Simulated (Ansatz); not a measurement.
Data:

CdSe:
```
CdSe
1.0
    0.00000     3.06665     3.06665
    3.06665     0.00000     3.06665
    3.06665     3.06665     0.00000
Se Cd
1 1
Direct
  0.75000   0.75000   0.75000
  0.00000   0.00000   0.00000
```

This is the r²SCAN-relaxed structure.

Q: All from plane-wave PAW r²SCAN (Ansatz code), unless another level is named. Estimate the highest zone-centre frequency (without LO–TO term).

A: 163 cm⁻¹.

Q: Give the Poisson's ratio.

A: 0.37.

Q: Give the elastic constants (relaxed ions, GPa).

A: C11 = 63.0, C12 = 45.9, C44 = 22.5.

Q: What about the zero-point energy?

A: 22.7 meV/atom.

Space group F-43m (zinc blende). The cell was relaxed with r²SCAN under the symmetry of its start; phonons on a q-mesh show no instability.

Potentials: the later of the program's two PAW sets.
